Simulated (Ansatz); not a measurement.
SnO, DFT, PBEsol, all-electron LAPW, scalar-relativistic (Ansatz 0.2.0), run on 1 thread of Arm Neoverse V2 on a shared host.

The cell is COD entry 9008956, as deposited and not checked against the literature; nothing was relaxed. The listed cell was then made from it by scaling, straining or moving an atom.

Command: `ansatz run input.yaml --threads 1 --pin off --max-ram 6144MiB --backend cpu --events-out ev --progress --plain --runs-dir out`

```yaml
crystal:
  lattice:
    - [3.84002, 0.0, 0.0]
    - [0.0, 3.84002, 0.0]
    - [0.0, 0.0, 4.836]
  atoms:
    - { symbol: Sn, position: [0.0, 0.5, 0.2385] }
    - { symbol: Sn, position: [0.5, 0.0, 0.7615] }
    - { symbol: O, position: [0.0, 0.0, 0.0] }
    - { symbol: O, position: [0.5, 0.5, 0.0] }
kpoints:
  mp_grid: { grid: [8, 8, 6] }
  band_path:
    path:
      - [0.0, 0.0, 0.0]
      - [0.0, 0.5, 0.0]
      - [0.5, 0.5, 0.0]
      - [0.0, 0.0, 0.0]
      - [0.0, 0.0, 0.5]
      - [0.0, 0.5, 0.5]
      - [0.5, 0.5, 0.5]
      - [0.0, 0.0, 0.5]
      - [0.0, 0.5, 0.0]
    npoints: 5
scf:
  occupations: { method: fermi_dirac, width: 0.01 }
hamiltonian:
  xc: pbesol
  pseudopotentials: { kind: all_electron, lapw: { basis_error: 0.001 } }
output:
  forces: true
  stress: true
  eigenvalues: true
```

Task: How large is the problem that the program sets up?

Result: 60 irreducible k-points, 1019 plane waves at Γ, 36 bands.

Task: About how long does it take, and how much memory does it use?

Result: 52 s of wall time for 10 SCF iterations, with a peak of 0.61 GiB. Times on shared machines scatter by tens of per cent.
